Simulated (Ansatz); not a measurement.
Given:

YPb2 (space group Cmcm)

```
CELL_PARAMETERS angstrom
      2.26351    -8.41328     0.00000
      2.26351     8.41328     0.00000
      0.00000     0.00000     4.49265
ATOMIC_POSITIONS crystal
  Y  0.09701 0.90299 0.75000
  Y  0.90299 0.09701 0.25000
  Pb 0.56610 0.43390 0.25000
  Pb 0.43390 0.56610 0.75000
  Pb 0.25142 0.74858 0.25000
  Pb 0.74858 0.25142 0.75000
```

This relaxed cell (volume V₀) is scaled evenly in all directions, its shape held. The atoms relax within the cell's symmetry.

Method: r2SCAN (plane waves to 500 eV, PAW, scalar-relativistic; Ansatz, a program for electronic structure). k mesh 11×11×10 (Γ-centred), Fermi-Dirac smearing 0.05 eV. The energy includes the smearing's −TS. Stress and pressure are positive under compression. With the shape held, the modulus is that of even scaling; a crystal free to change shape is softer. Spin-orbit coupling is left out, though Pb is heavy. YPb2 is run without spin polarisation. YPb2 was relaxed with its symmetry unable to fall. ΔE is measured from the relaxed starting cell.

The scan covers V/V₀ from 0.940 to 1.060 in 13 points.

Question: What is the fitted pressure derivative B₀′?

Answer: 4.5.

Question: What bulk modulus at fixed cell shape B₀ follows from a third-order Birch-Murnaghan fit?

Answer: 56.9 GPa.

(A scan under strain: stresses follow from slopes of the energy per volume, elastic moduli from its curvatures.)
